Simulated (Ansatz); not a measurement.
GaAs (zinc blende) is sheared across one {111} plane, shuffle cut: the third cell vector gains the shift, so faults repeat every 10.0 Å. The cut lies between planes 2.49 Å apart; the cell height is held.

```xyz
6
Lattice="4.0627 0.0000 0.0000 2.0314 3.5184 0.0000 0.0000 0.0000 9.9516" Properties=species:S:1:pos:R:3 pbc="T T T"
As     4.0627     2.3456     8.7077
As     2.0314     1.1728     2.0733
As     6.0941     3.5184     5.3905
Ga     0.0000     0.0000     7.8784
Ga     4.0627     2.3456     1.2440
Ga     2.0314     1.1728     4.5612
```

In-plane vectors a = (4.063, 0.000) Å, b = (2.031, 3.518) Å, area 14.29 Å². The shift is s times the vector a + b (length 7.037 Å), so s = 1 restores the start. Atoms relax along the normal only. γ = [E(shift) − E(0)] / area.

All values below come from PBE (plane waves to 420 eV, PAW, scalar-relativistic; Ansatz, a first-principles code). k mesh 8×8×3 (Γ-centred), Fermi-Dirac smearing 0.05 eV. E is the zero-smearing estimate. As the smearing reaches across the gap at some points, the k mesh leaves noise in γ, roughly 0.02 J/m² as judged from a few cases. Faults lie only 10.0 Å apart, and holding the cell height raises γ above its relaxed value. GaAs was relaxed with its symmetry unable to fall. The zero of γ is zero shift. The last digit holds for this mesh only.

```json
[
 {"s": "0.000", "γ (J/m²)": "0.00"},
 {"s": "0.083", "γ (J/m²)": "0.15"},
 {"s": "0.167", "γ (J/m²)": "0.60"},
 {"s": "0.250", "γ (J/m²)": "1.22"},
 {"s": "0.333", "γ (J/m²)": "1.51"},
 {"s": "0.417", "γ (J/m²)": "1.33"},
 {"s": "0.500", "γ (J/m²)": "withheld"},
 {"s": "0.583", "γ (J/m²)": "1.06"},
 {"s": "0.667", "γ (J/m²)": "1.12"},
 {"s": "0.750", "γ (J/m²)": "0.95"},
 {"s": "0.833", "γ (J/m²)": "0.51"},
 {"s": "0.917", "γ (J/m²)": "0.14"}
]
```

Problem. Fit a Fourier form (three harmonics of 1 − cos and sin) to the given rows and predict γ at s = 0.500.

Solution. Least squares on the 11 given rows: γ = (0.607)·[1 − cos(2πs)] + (0.138)·sin(2πs) + (0.273)·[1 − cos(4πs)] + (-0.081)·sin(4πs) + (-0.076)·[1 − cos(6πs)], in J/m²; root-mean-square residual 0.007 J/m². At 0.500 the fit gives 1.06 J/m²; the calculation gives 1.10 J/m², so the interpolation is off by -0.04 (-3.6 %). 

(The slope of γ gives the shear force per area between the displaced halves; near zero shift its curvature is an elastic stiffness.)
